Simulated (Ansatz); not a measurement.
MoSe2 in space group P6_3/mmc (No. 194; Mo on 2c, Se on 4f), the program Ansatz at the PBE+D3(BJ) level (PAW). The conduction-band minimum lies on the K–Γ line, 45 % of the way from K, with 6 equivalent valleys. Second derivatives d²E/dk² of the lowest band at one valley (eV·Å²), along Cartesian directions:

```csv
direction,d²E/dk²
[100],12.59
[010],15.08
[001],16.19
[110],11.69
[101],14.40
[011],15.64
```

### Question
Find the principal effective masses, the density-of-states mass and the conductivity mass.

### Answer
Off-diagonal terms follow from H_xy = H[110] − (H_xx + H_yy)/2, and m*/mₑ = 7.620 eV·Å² over each eigenvalue: 0.47, 0.47, 0.67. One valley's DOS mass (m₁m₂m₃)^(1/3) = 0.53, conductivity mass 3/(Σ 1/mᵢ) = 0.52 mₑ.

### Question
What effective density of states Nc follows at 300 K for parabolic valleys?

### Answer
Nc = 2.509e19 × 6 × (0.53)^(3/2) ≈ 5.8e19 cm⁻³.

### Question
With the computed static dielectric constant 14.8 (mean of the diagonal), estimate a hydrogenic donor's binding energy and radius.

### Answer
E = 13.606 eV × 0.52/14.8² ≈ 32 meV; a = 0.529 Å × ε/m* ≈ 15 Å. Semilocal masses tend to be too small where the gap is.

The cell was relaxed with PBE+D3(BJ) under the symmetry of its start; phonons on a q-mesh show no instability. The run is not spin-polarised. Spin–orbit coupling is left out wherever it is not named.

Potentials: the later of the program's two PAW sets.
